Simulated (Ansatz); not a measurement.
Values for one crystal, relaxed and computed with the program Ansatz at the r²SCAN level (PAW); other levels are named.

```yaml
volume_per_atom: 21.73 Å³
band_gap: 2.84 eV (indirect)
Electron effective mass with spin–orbit coupling: 0.37, 0.37, 0.44 mₑ (principal values)
HSE06 gap on the r²SCAN cell: 3.54 eV
conduction_band_minimum: at Γ
electron_effective_mass: 0.37, 0.37, 0.44 mₑ (principal values)
Formation energy from the elements (no fitted shifts): -1.61 eV/atom
```

Question: Pick the material that matches.
A. LuAgO2, R-3m (Lu on 3b, Ag on 3a, O on 6c)
B. VBrO, Pmmn (V on 2a, Br on 2b, O on 2b)
C. Sr2BBrN2, R-3m (Sr on 6c, B on 3b, Br on 3a, N on 6c)
D. BN, P4_2/mnm (B on 4f, N on 4g)

Answer: C, Sr2BBrN2, R-3m (Sr on 6c, B on 3b, Br on 3a, N on 6c)

The workflow started from a Materials Project entry (that database holds measured and hypothetical structures alike); the Crystallography Open Database copy checked does not list it. Its standing as an ambient phase is unchecked. Symmetry was held in the r²SCAN relaxation; its stability against distortions is not shown here. The references are the lowest solids computed at this level, not always the standard phases (solids in place of the gases). Spin–orbit coupling is left out wherever it is not named.

Potentials: the later of the program's two PAW sets.
